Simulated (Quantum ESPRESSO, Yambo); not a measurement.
CsO (space group Immm, No. 71) under isotropic strain of -3 % on all lattice vectors. The PBEsol cell relaxed from Materials Project entry mp-7896 was given an isotropic strain of -3 % on all lattice vectors, and the atoms were relaxed again. Chain: norm-conserving PBEsol (Quantum ESPRESSO, 84 Ry, without SOC); G0W0 in Yambo (4×4×4 Γ-centred k mesh, 110 bands and a 6 Ry block in the screening, 110 bands in G with the Bruneval-Gonze terminator, plasmon pole fitted at 27.2 eV); BSE (4×4×4 mesh, 5 valence and 12 conduction bands, static screening with 54 bands and a 4 Ry block, scissor 1.36 eV, Tamm-Dancoff).

| Item | Result |
|---|---|
| PBEsol gap (dense path) | 1.85 eV |
| PBEsol gap Γ → (-0.5, -0.5, -0.5) on the GW mesh | 1.93 eV |
| PBEsol smallest direct gap on the GW mesh, at Γ | 2.08 eV |
| G0W0 direct gap at that point | 3.44 eV |
| G0W0 correction to the gap Γ → (-0.5, -0.5, -0.5) | 1.36 eV |
| lowest exciton | no binding energy given (see below) |

Rough cost of the Yambo steps against G0W0 for 6 states: BSE about 1/4.

Convergence of the G0W0 settings was not tested. The mesh misses a band edge: along a dense path the PBEsol gap is 1.85 eV against 1.93 eV on the mesh. The BSE states are vertical excitations (zero momentum); the indirect quasiparticle gap, about 3.21 eV, is smaller than the direct one (3.44 eV on the GW mesh). The run can't give a binding energy: the direct gap on its mesh, 3.44 eV, isn't the smallest one (3.28 eV from the band path plus the scissor). Axes are Cartesian, with cell vectors (Å) (-2.07, 3.08, 3.61), (2.07, -3.08, 3.61), (2.07, 3.08, -3.61).

The structure is a Materials Project entry; no match was found in the copy of COD used, and its stability was not checked.
